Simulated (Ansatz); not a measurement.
Suppose GaAs5 takes space group P6/mmm (No. 191), with Ga on 1a; As on 4h and 1b.

The calculation used DFT PBE, scalar-relativistic, plane waves, PAW in Ansatz 0.2.0. Cutoff 420 eV, Γ-centred mesh, Gaussian smearing, no spin polarisation.

Formation energies are uncorrected and refer to the elements' standard structures at the same level.

**Question.** Predict the relaxed structure.

**Answer.**

Space group P6/mmm (No. 191). a = 4.925 Å, b = 4.925 Å, c = 5.917 Å, α = 90.00°, β = 90.00°, γ = 120.00°
```
atom  site  symmetry       x       y       z
  Ga    1a     6/mmm  0.0000  0.0000  0.0000
  As    4h       3m.  0.3333  0.6667  0.7137
  As    1b     6/mmm  0.0000  0.0000  0.5000
```

Ga has 2 As at 2.96 Å and 12 As at 3.31 Å; As on a site of symmetry 3m is surrounded by 1 As at 2.53 Å, 3 As at 2.84 Å, 3 As at 3.11 Å and 3 Ga at 3.31 Å; As on a site of symmetry 6/mmm is surrounded by 2 Ga at 2.96 Å and 12 As at 3.11 Å. Another local minimum with the same sites may exist.

**Question.** And its energy and gap?

**Answer.** The formation energy is +0.30 eV/atom. The gap on the 12×12×6 mesh of the 6-atom cell is 0 eV (a metal). A positive value: parting into the elements would lower its energy.

The last run used Gaussian smearing of 0.10 eV. The reference form of As is held partly by dispersion forces, which this level lacks. Symmetry constrained the relaxation, so the result can be a saddle point.
